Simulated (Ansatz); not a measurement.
A plane-wave DFT run in Ansatz 0.2.0 (scalar-relativistic PAW potentials unless the input names others): input and command.

```yaml
crystal:
  lattice:
    - [0.0, 2.8016907953, 2.8016907953]
    - [2.8016907953, 0.0, 2.8016907953]
    - [2.8016907953, 2.8016907953, 0.0]
  atoms:
    - { symbol: Ga, position: [0.0, 0.0, 0.0] }
    - { symbol: As, position: [0.75, 0.75, 0.75] }
basis:
  ecutwfc: 420
kpoints:
  mp_grid: { grid: [12, 12, 12] }
hamiltonian:
  xc: lda
scf:
  occupations: { method: gaussian, width: 0.02 }
  n_extra_bands: 2
output:
  forces: true
  eigenvalues: true
  stress: true
```

```bash
ansatz run input.yaml --threads 4 --pin off --max-ram 8192MiB --backend cpu --events-out ev --progress --plain --runs-dir out
```

Abridged log:
```
Basis set: ecut = 420 eV, 869 PW (Γ)
Bands: 16, of which v1, the nominal top of the filled ones, is band 14 counted from 1 (13 counted from 0)
Symmetry: 24 space group operations
k-points: 72 of 1728 (time reversal used)
SCF iter   1: F=—  HF=-8481.300653 eV  |F-HF|=—  |Δ(HF+E_count)|=         —  Δρ=5.30e-3  dr2=7.73e-3  ethr=1.77e-3  ⟨swp⟩=6.0  Hψ=5447  notcnv=0
SCF iter   2: F=—  HF=-8481.297687 eV  |F-HF|=—  |Δ(HF+E_count)|=   2.97e-3  Δρ=2.47e-3  dr2=1.01e-3  ethr=2.76e-5  ⟨swp⟩=2.7  Hψ=2671  notcnv=0
SCF iter   3: F=—  HF=-8481.297616 eV  |F-HF|=—  |Δ(HF+E_count)|=   7.10e-5  Δρ=6.89e-4  dr2=1.55e-4  ethr=3.62e-6  ⟨swp⟩=2.0  Hψ=1907  notcnv=0
SCF iter   4: F=—  HF=-8481.297571 eV  |F-HF|=—  |Δ(HF+E_count)|=   4.45e-5  Δρ=2.47e-4  dr2=1.35e-5  ethr=5.55e-7  ⟨swp⟩=2.0  Hψ=1810  notcnv=0
SCF iter   5: F=—  HF=-8481.297563 eV  |F-HF|=—  |Δ(HF+E_count)|=   7.72e-6  Δρ=1.78e-5  dr2=1.13e-7  ethr=4.82e-8  ⟨swp⟩=2.0  Hψ=1800  notcnv=0
SCF iter   6: F=-8481.297563 eV  HF=-8481.297563 eV  |F-HF|=1.37e-8  |Δ(HF+E_count)|=   3.58e-8  Δρ=6.25e-6  dr2=9.96e-9  ethr=3.57e-10  ⟨swp⟩=5.0  Hψ=5355  notcnv=0
SCF 1 converged in 6 iterations: F = -8481.297563 eV  dr2 = 9.96e-9
SCF converged after 6 iterations
Free energy (F): -8481.297563 eV
Harris-Foulkes:  -8481.297563 eV  (|F-HF|=1.37e-8)
Internal energy: -8481.297563 eV  (E = F + TS)
E sigma→0 (E₀):  -8481.297563 eV
Fermi energy:    8.481555 eV
--- Forces (eV/Å), atoms counted from 1 ---
  atom   1  Ga     0.00000000     0.00000000     0.00000000
  atom   2  As     0.00000000     0.00000000     0.00000000
--- Stress (GPa, compression-positive) ---
       -0.005697       0.000000       0.000000
        0.000000      -0.005697       0.000000
        0.000000       0.000000      -0.005697
  P = ⅓ Tr σ = -0.0057 GPa (-0.057 kbar)
```

Apart from outputs and the relaxation, which only the reference makes, the input differs from a reference run on usual settings in scf.n_extra_bands: not typed → 2. The reference, at the same geometry, ended its own course with pressure -0.01 GPa, largest force 0.000 eV/Å, gap on the mesh 0.49 eV. This run converged in 6 SCF iterations with an energy at zero smearing within 0.01 meV/atom of the reference's, pressure -0.01 GPa, largest force 0.000 eV/Å, gap on the mesh 0.49 eV.

The run took 1.1 s on 4 threads of Arm Neoverse V2 (shared host), peak memory 0.37 GiB.